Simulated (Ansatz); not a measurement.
# Eigenvalues along a path: Sr2B (begun as CdCl2 type, now Fm-3m)

```yaml
crystal:
  lattice:
    - [2.43433, -1.40546, 3.97819]
    - [0.00000, 2.81093, 3.97819]
    - [-2.43433, -1.40546, 3.97819]
  atoms:
    - { symbol: B, position: [0.00000, 0.00000, 0.00000] }
    - { symbol: Sr, position: [0.24998, 0.24998, 0.24998] }
    - { symbol: Sr, position: [0.75002, 0.75002, 0.75002] }
```

The cell comes from a relaxation on PAW files under the same functional, begun from a prototype that needn't be the stable phase.

Computed with Ansatz 0.2.0; functional LDA, scalar-relativistic. Settings: a Γ-centred 10×10×10 k mesh, Fermi–Dirac smearing of 0.05 eV, no spin polarisation. Methods: LAPW: all electrons, basis error target 0.5 meV/atom.

Path points, in fractions of the reciprocal vectors: Γ (0.000, 0.000, 0.000), T (0.500, 0.500, 0.500), H2 (0.750, 0.250, 0.500), H0 (0.500, -0.250, 0.250), L (0.500, 0.000, 0.000), S0 (0.375, -0.375, 0.000), S2 (0.625, 0.000, 0.375), F (0.500, 0.000, 0.500). The distance column jumps between branches of the path. Levels in eV from the Fermi level; bands 20 to 33, counted from the lowest band of the run. The gap is zero, the pressure 0.00 GPa.

```
# k(1/Å) point b20 b21 b22 b23 b24 b25 b26 b27 b28 b29 b30 b31 b32 b33
0.000 Γ -17.54 -17.54 -17.54 -16.97 -16.97 -16.97 -6.04 -1.08 -1.07 -1.07 1.11 1.11 1.21 5.67
0.113 - -17.54 -17.53 -17.53 -16.98 -16.98 -16.98 -5.99 -1.16 -1.04 -1.04 1.15 1.15 1.41 5.32
0.226 - -17.52 -17.51 -17.51 -17.02 -17.01 -17.01 -5.86 -1.35 -0.94 -0.94 1.27 1.27 1.90 4.70
0.338 - -17.50 -17.49 -17.49 -17.07 -17.04 -17.04 -5.66 -1.51 -0.78 -0.78 1.46 1.46 2.48 4.14
0.451 - -17.48 -17.45 -17.45 -17.13 -17.09 -17.09 -5.44 -1.61 -0.59 -0.59 1.71 1.71 2.79 3.93
0.564 - -17.44 -17.40 -17.40 -17.20 -17.15 -17.15 -5.23 -1.63 -0.39 -0.39 2.00 2.00 2.63 3.82
0.677 - -17.39 -17.34 -17.34 -17.27 -17.22 -17.22 -5.08 -1.60 -0.25 -0.25 2.28 2.28 2.43 3.48
0.790 T -17.35 -17.32 -17.28 -17.28 -17.27 -17.27 -5.03 -1.59 -0.19 -0.19 2.35 2.41 2.41 3.33
0.882 - -17.41 -17.39 -17.30 -17.30 -17.20 -17.19 -5.02 -1.56 -0.24 -0.17 1.89 2.44 2.86 3.31
0.974 - -17.50 -17.48 -17.30 -17.30 -17.11 -17.10 -4.99 -1.49 -0.37 -0.11 1.43 2.52 3.16 3.18
1.066 - -17.59 -17.57 -17.30 -17.30 -17.02 -17.02 -4.95 -1.39 -0.53 -0.02 1.01 2.63 3.02 3.07
1.159 - -17.66 -17.64 -17.30 -17.30 -16.95 -16.95 -4.91 -1.26 -0.71 0.11 0.65 2.66 2.87 3.01
1.251 - -17.71 -17.69 -17.29 -17.29 -16.90 -16.90 -4.87 -1.13 -0.85 0.24 0.36 2.59 2.69 3.22
1.343 - -17.74 -17.72 -17.29 -17.29 -16.87 -16.86 -4.84 -1.02 -0.94 0.14 0.38 2.53 2.56 3.50
1.435 H2 -17.75 -17.73 -17.29 -17.29 -16.86 -16.85 -4.83 -0.98 -0.97 0.07 0.42 2.50 2.51 3.73
2.080 H0 -17.75 -17.73 -17.29 -17.29 -16.86 -16.85 -4.83 -0.98 -0.97 0.07 0.42 2.50 2.51 3.73
2.172 - -17.74 -17.72 -17.29 -17.29 -16.87 -16.86 -4.84 -1.02 -0.94 0.14 0.37 2.53 2.56 3.50
2.264 - -17.71 -17.69 -17.29 -17.29 -16.90 -16.90 -4.87 -1.13 -0.85 0.24 0.36 2.59 2.69 3.21
2.356 - -17.66 -17.63 -17.30 -17.30 -16.95 -16.95 -4.91 -1.26 -0.70 0.11 0.65 2.66 2.87 3.01
2.448 - -17.59 -17.57 -17.30 -17.30 -17.02 -17.02 -4.95 -1.38 -0.53 -0.02 1.01 2.62 3.02 3.07
2.541 - -17.50 -17.48 -17.30 -17.30 -17.11 -17.10 -4.99 -1.49 -0.37 -0.11 1.43 2.51 3.16 3.18
2.633 - -17.41 -17.39 -17.30 -17.30 -17.20 -17.19 -5.02 -1.56 -0.24 -0.17 1.89 2.44 2.86 3.31
2.725 L -17.35 -17.32 -17.28 -17.28 -17.27 -17.27 -5.03 -1.58 -0.19 -0.19 2.35 2.41 2.41 3.33
2.838 - -17.39 -17.34 -17.34 -17.27 -17.22 -17.22 -5.08 -1.60 -0.25 -0.25 2.28 2.28 2.42 3.48
2.951 - -17.44 -17.40 -17.40 -17.20 -17.15 -17.15 -5.23 -1.63 -0.40 -0.39 2.00 2.00 2.63 3.82
3.064 - -17.48 -17.45 -17.45 -17.13 -17.09 -17.09 -5.44 -1.61 -0.59 -0.59 1.71 1.71 2.79 3.93
3.176 - -17.50 -17.49 -17.49 -17.07 -17.04 -17.04 -5.66 -1.51 -0.78 -0.78 1.46 1.46 2.48 4.14
3.289 - -17.52 -17.51 -17.51 -17.02 -17.01 -17.01 -5.86 -1.35 -0.94 -0.94 1.27 1.27 1.90 4.70
3.402 - -17.53 -17.53 -17.53 -16.98 -16.98 -16.98 -5.99 -1.16 -1.04 -1.04 1.15 1.15 1.41 5.33
3.515 Γ -17.54 -17.54 -17.54 -16.97 -16.97 -16.97 -6.04 -1.08 -1.07 -1.07 1.11 1.11 1.21 5.67
3.653 - -17.55 -17.52 -17.52 -17.00 -16.99 -16.97 -5.97 -1.21 -1.03 -1.00 1.16 1.18 1.50 5.25
3.792 - -17.57 -17.48 -17.47 -17.07 -17.05 -16.95 -5.78 -1.45 -0.91 -0.80 1.28 1.37 2.18 4.47
3.930 - -17.60 -17.42 -17.39 -17.18 -17.14 -16.94 -5.51 -1.61 -0.72 -0.56 1.40 1.67 2.84 3.94
4.068 - -17.64 -17.33 -17.30 -17.30 -17.25 -16.91 -5.24 -1.59 -0.47 -0.44 1.32 2.05 2.80 4.37
4.206 - -17.69 -17.41 -17.37 -17.22 -17.19 -16.88 -5.02 -1.36 -0.59 -0.20 0.95 2.49 2.73 3.61
4.345 - -17.73 -17.51 -17.48 -17.11 -17.08 -16.86 -4.90 -0.98 -0.96 0.06 0.52 2.64 2.98 2.98
4.483 S0 -17.77 -17.59 -17.57 -17.01 -16.99 -16.84 -4.85 -1.43 -0.45 0.23 0.26 2.37 2.50 3.50
5.041 S2 -17.77 -17.59 -17.57 -17.01 -16.99 -16.84 -4.85 -1.43 -0.45 0.23 0.26 2.37 2.50 3.50
5.087 - -17.78 -17.61 -17.59 -16.98 -16.97 -16.83 -4.85 -1.57 -0.28 0.17 0.32 2.25 2.38 3.68
5.133 - -17.79 -17.63 -17.62 -16.95 -16.94 -16.83 -4.85 -1.69 -0.12 0.13 0.36 2.12 2.27 3.85
5.180 - -17.80 -17.64 -17.63 -16.93 -16.92 -16.83 -4.86 -1.79 -0.01 0.14 0.40 1.99 2.19 4.00
5.226 - -17.81 -17.65 -17.65 -16.91 -16.91 -16.82 -4.86 -1.88 0.01 0.25 0.43 1.86 2.12 4.14
5.272 - -17.81 -17.66 -17.66 -16.90 -16.90 -16.82 -4.86 -1.94 0.01 0.36 0.45 1.76 2.07 4.24
5.318 - -17.81 -17.66 -17.66 -16.89 -16.89 -16.82 -4.87 -1.97 0.01 0.44 0.46 1.68 2.04 4.31
5.364 F -17.81 -17.67 -17.66 -16.89 -16.89 -16.82 -4.87 -1.98 0.00 0.47 0.47 1.66 2.03 4.34
```
